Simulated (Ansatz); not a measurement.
# Formation energy of LaTe

```yaml
crystal:
  lattice:
    - [0.00000, 3.17236, 3.17236]
    - [3.17236, 0.00000, 3.17236]
    - [3.17236, 3.17236, 0.00000]
  atoms:
    - { symbol: La, position: [0.00000, 0.00000, 0.00000] }
    - { symbol: Te, position: [0.50000, 0.50000, 0.50000] }
```

The cell comes from a relaxation on PAW files under the same functional, begun from a database entry that needn't be the ground state.

Level of theory: DFT with LDA, scalar-relativistic, in Ansatz 0.2.0; a Γ-centred 11×11×11 k mesh, Fermi–Dirac smearing of 0.05 eV, no spin polarisation. LAPW: all electrons, basis error target 0.5 meV/atom; PAW: frozen-core files, cutoff 420 eV.

The elements are taken as La dhcp, Te trigonal Te, each relaxed on PAW files under the same functional and computed by the same method as the compound; zero-point and thermal terms are left out. LDA tends to overbind the layered or molecular reference states.

Spin–orbit coupling is left out, which matters for the heavy atoms. The PAW files were made under PBE.

Q: What is the formation energy by LAPW, and how far do the other methods lie from it?

A: -1.614 eV/atom; PAW -1.0 meV/atom. The compound is bound against these elements; other compounds of the system weren't compared.

Q: Give the LAPW value for one formula unit in kJ/mol.

A: -1.614 eV/atom × 2 atoms × 96.485 kJ/(mol·eV) = -311.5 kJ/mol, at zero temperature and without zero-point motion.
